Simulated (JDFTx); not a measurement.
An input for a modified build of JDFTx (Rh(110), linear PCM (GLSSA13), water, 1 M NaF; bohr, hartree) and the course of its log:

```
lattice \
  7.1922409385 0.0000000000 0.0000000000 \
  0.0000000000 5.0856823471 0.0000000000 \
  0.0000000000 0.0000000000 40.4401390670
coords-type Lattice
ion Rh 0.0000000000 0.0000000000 -0.1257582800 0
ion Rh 0.5000000000 0.5000000000 -0.0628791400 0
ion Rh 0.0000000000 0.0000000000 0.0000000000 0
ion Rh 0.5000000000 0.5000000000 0.0628791400 0
ion Rh 0.0000000000 0.0000000000 0.1257582800 0
ion-species pseudo/rh_pbe_v1.4.upf
elec-cutoff 20 100
elec-ex-corr gga-PBE
coulomb-interaction Slab 001
coulomb-truncation-embed 0 0 0
kpoint-folding 6 8 1
elec-smearing Fermi 0.005
elec-n-bands 50
target-mu -0.141117
electronic-scf nIterations 100 energyDiffThreshold 1e-07
fluid LinearPCM
pcm-variant GLSSA13
fluid-solvent H2O
fluid-cation Na+ 1
fluid-anion F- 1
fluid-minimize nIterations 400 knormThreshold 1e-11
wavefunction read 005_f0.wfns
elec-initial-eigenvals 005_f0.eigenvals
elec-initial-fillings read 005_f0.fillings
fluid-initial-state 005_f0.fluidState
dump-name 005_f0_u0.$VAR
dump End State Ecomponents EigStats BandEigs Forces ElecDensity IonicPositions Fillings Kpoints Dtot FluidDebug BoundCharge FluidDensity
```

```
[one cycle in 5 is shown, and the last three; fluid-solver lines are left out]
	FillingsUpdate:  mu: -0.141117000  nElectrons: 79.797131
SCF: Cycle:  0   G: -388.842289025946513   dG: +8.322e+00   |Residual|: 3.926e-01   |deigs|: 1.964e-08
	FillingsUpdate:  mu: -0.141117000  nElectrons: 75.579308
SCF: Cycle:  5   G: -397.080869586416270   dG: +9.140e-03   |Residual|: 2.768e-02   |deigs|: 1.183e-03
	FillingsUpdate:  mu: -0.141117000  nElectrons: 75.181281
SCF: Cycle: 10   G: -397.163098403407730   dG: -5.789e-03   |Residual|: 9.336e-03   |deigs|: 3.579e-04
	FillingsUpdate:  mu: -0.141117000  nElectrons: 75.138278
SCF: Cycle: 15   G: -397.165356693458023   dG: +2.342e-04   |Residual|: 2.633e-03   |deigs|: 1.057e-03
	FillingsUpdate:  mu: -0.141117000  nElectrons: 75.108030
SCF: Cycle: 20   G: -397.165721051998105   dG: -3.585e-05   |Residual|: 2.221e-04   |deigs|: 1.588e-04
	FillingsUpdate:  mu: -0.141117000  nElectrons: 75.109549
SCF: Cycle: 25   G: -397.165718883524789   dG: -5.648e-06   |Residual|: 2.538e-04   |deigs|: 7.724e-05
	FillingsUpdate:  mu: -0.141117000  nElectrons: 75.106971
SCF: Cycle: 30   G: -397.165722389958262   dG: +1.099e-08   |Residual|: 5.159e-05   |deigs|: 3.091e-05
	FillingsUpdate:  mu: -0.141117000  nElectrons: 75.107531
SCF: Cycle: 35   G: -397.165721970902723   dG: +5.006e-07   |Residual|: 9.757e-05   |deigs|: 1.067e-05
	FillingsUpdate:  mu: -0.141117000  nElectrons: 75.106224
SCF: Cycle: 40   G: -397.165722441928324   dG: -2.071e-08   |Residual|: 2.181e-05   |deigs|: 9.217e-06
	FillingsUpdate:  mu: -0.141117000  nElectrons: 75.106855
SCF: Cycle: 45   G: -397.165722433552048   dG: +2.461e-08   |Residual|: 4.909e-05   |deigs|: 3.332e-06
	FillingsUpdate:  mu: -0.141117000  nElectrons: 75.106081
SCF: Cycle: 50   G: -397.165722402603876   dG: -1.588e-07   |Residual|: 9.455e-05   |deigs|: 1.522e-05
	FillingsUpdate:  mu: -0.141117000  nElectrons: 75.106124
SCF: Cycle: 55   G: -397.165722435233249   dG: -1.620e-06   |Residual|: 3.342e-05   |deigs|: 9.393e-06
	FillingsUpdate:  mu: -0.141117000  nElectrons: 75.106593
SCF: Cycle: 60   G: -397.165722464548423   dG: -1.537e-07   |Residual|: 2.240e-05   |deigs|: 3.479e-06
	FillingsUpdate:  mu: -0.141117000  nElectrons: 75.105702
SCF: Cycle: 65   G: -397.165722227548258   dG: +1.857e-07   |Residual|: 6.469e-05   |deigs|: 2.732e-06
	FillingsUpdate:  mu: -0.141117000  nElectrons: 75.106199
SCF: Cycle: 70   G: -397.165722451694648   dG: -4.001e-08   |Residual|: 2.663e-05   |deigs|: 5.553e-06
	FillingsUpdate:  mu: -0.141117000  nElectrons: 75.106226
SCF: Cycle: 75   G: -397.165722431801782   dG: -5.353e-07   |Residual|: 7.661e-05   |deigs|: 6.126e-06
	FillingsUpdate:  mu: -0.141117000  nElectrons: 75.106061
SCF: Cycle: 80   G: -397.165722375783275   dG: -3.081e-07   |Residual|: 4.475e-05   |deigs|: 3.911e-06
	FillingsUpdate:  mu: -0.141117000  nElectrons: 75.106349
SCF: Cycle: 85   G: -397.165722468915760   dG: -3.622e-07   |Residual|: 2.150e-05   |deigs|: 4.004e-06
	FillingsUpdate:  mu: -0.141117000  nElectrons: 75.104062
SCF: Cycle: 90   G: -397.165720592314983   dG: +1.871e-06   |Residual|: 2.089e-04   |deigs|: 9.187e-06
	FillingsUpdate:  mu: -0.141117000  nElectrons: 75.112957
SCF: Cycle: 95   G: -397.165705830290278   dG: +1.660e-05   |Residual|: 5.439e-04   |deigs|: 2.564e-05
	FillingsUpdate:  mu: -0.141117000  nElectrons: 75.107019
SCF: Cycle: 97   G: -397.165722392743362   dG: +6.187e-08   |Residual|: 5.611e-05   |deigs|: 3.017e-06
	FillingsUpdate:  mu: -0.141117000  nElectrons: 75.106681
SCF: Cycle: 98   G: -397.165722378169960   dG: +1.457e-08   |Residual|: 7.176e-05   |deigs|: 3.816e-06
	FillingsUpdate:  mu: -0.141117000  nElectrons: 75.106420
SCF: Cycle: 99   G: -397.165722472477796   dG: -9.431e-08   |Residual|: 4.782e-06   |deigs|: 2.849e-06
SCF: None of the convergence criteria satisfied after 100 iterations.
IonicMinimize: Iter:   0  G: -397.165722472477796  |grad|_K:  0.000e+00
IonicMinimize: Converged (|grad|_K<1.000000e-04).
```

This run gave no converged result. The loop ran out of cycles short of its threshold. It has stalled and not diverged: the last ten energies span 2e-05 Ha, so the total is near its end, but levels, forces and the electron count aren't shown converged.
